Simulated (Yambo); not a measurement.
Yambo run on Cs2CaH4 (space group I4/mmm, No. 139). The wavefunctions come from this Quantum ESPRESSO step (PBEsol, PseudoDojo standard norm-conserving files, scalar-relativistic):

```
&CONTROL
  calculation = 'nscf'
  pseudo_dir = './pseudo'
  outdir = './out'
/
&SYSTEM
  ibrav = 0
  nat = 7
  ntyp = 3
  ecutwfc = 72.0
  ecutrho = 288.0
  occupations = 'fixed'
  force_symmorphic = .true.
  nbnd = 165
/
&ELECTRONS
  conv_thr = 7.000000000000001e-09
  diago_full_acc = .true.
  diago_thr_init = 1e-08
/
ATOMIC_SPECIES
H 1.0080 H.upf
Ca 40.0780 Ca.upf
Cs 132.9055 Cs.upf
CELL_PARAMETERS angstrom
 -2.301555000000   2.301555000000   7.753885000000
  2.301555000000  -2.301555000000   7.753885000000
  2.301555000000   2.301555000000  -7.753885000000
ATOMIC_POSITIONS crystal
H   0.851480000000   0.851480000000   0.000000000000
H   0.148520000000   0.148520000000  -0.000000000000
H   0.000000000000   0.500000000000   0.500000000000
H   0.500000000000   0.000000000000   0.500000000000
Ca   0.000000000000   0.000000000000   0.000000000000
Cs   0.648060000000   0.648060000000  -0.000000000000
Cs   0.351940000000   0.351940000000  -0.000000000000
K_POINTS automatic
4 4 4 0 0 0
```

Yambo input:

```
rim_cut
gw0
dyson
el_el_corr
HF_and_locXC
ppa
em1d
RandQpts= 1000000
RandGvec= 1 Ry
EXXRLvcs= 72 Ry
VXCRLvcs= 288 Ry
Chimod= "HARTREE"
% BndsRnXp
 1 | 164 |
%
NGsBlkXp= 6 Ry
% LongDrXp
 1.0 | 1.0 | 1.0 |
%
PPAPntXp= 27.2114 eV
% GbndRnge
 1 | 164 |
%
GTermKind= "BG"
DysSolver= "n"
ExtendOut
% QPkrange
 1 | 1 | 16 | 17 |
 3 | 3 | 16 | 17 |
 6 | 6 | 16 | 17 |
 8 | 8 | 16 | 17 |
 11 | 11 | 16 | 17 |
 13 | 13 | 16 | 17 |
%
```

k points by index: 1 = Γ, 3 = X, 6 = N, 8 = P, 11 = (0.25, -0.25, 0.25), 13 = Z.

Table of the .qp output:

```
#    K-point    Band    Eo [eV]    E [eV]    E-Eo [eV]    Vxc [eV]    Vnlxc [eV]    Sc|Eo [eV]    Sc|E [eV]    dSc/dw|Eo [eV]    Re(Z)    Im(Z)
#
    1    16    -0.539765    -1.955513    -1.415747    -10.42056    -13.82999    1.633672    1.993678    -6.918789    0.797279    -0.001661
    1    17    3.937603    4.608664    0.671061    -7.005689    -2.949238    -3.262999    -3.385390    -4.961899    0.845774    -0.001263
    3    16    -0.643960    -2.206348    -1.562388    -9.689353    -13.33526    1.689807    2.083519    -6.856414    0.798738    -0.001707
    3    17    3.247575    4.325818    1.078243    -9.187273    -4.368112    -3.526832    -3.740919    -5.402150    0.834357    -0.001307
    6    16    0.000000    -1.500922    -1.500922    -10.40186    -13.84943    1.575385    1.946644    -6.730219    0.801709    -0.001589
    6    17    2.846388    3.673722    0.827334    -7.947457    -3.695643    -3.269669    -3.424481    -5.091017    0.842393    -0.001264
    8    16    -0.664681    -2.221939    -1.557259    -9.640080    -13.26751    1.678121    2.070171    -6.849964    0.798890    -0.001711
    8    17    3.294816    4.386861    1.092046    -9.309964    -4.461572    -3.537926    -3.756347    -5.441849    0.833342    -0.001313
    11    16    -0.031657    -1.538312    -1.506654    -10.33096    -13.78377    1.574021    1.946148    -6.720291    0.801943    -0.001591
    11    17    2.827097    3.639570    0.812473    -7.843619    -3.620242    -3.259549    -3.410905    -5.068397    0.842984    -0.001260
    13    16    -0.814841    -2.284922    -1.470082    -9.921714    -13.47822    1.706564    2.086426    -7.030538    0.794677    -0.001741
    13    17    4.519264    5.211207    0.691943    -7.248619    -3.094996    -3.332265    -3.461680    -5.088341    0.842463    -0.001280
```
(The two width columns are left out.) Convergence of these settings isn't established.

Geometry of the Materials Project entry, not relaxed at this level.

The structure is a Materials Project entry; no match was found in the copy of COD used, and its stability was not checked.
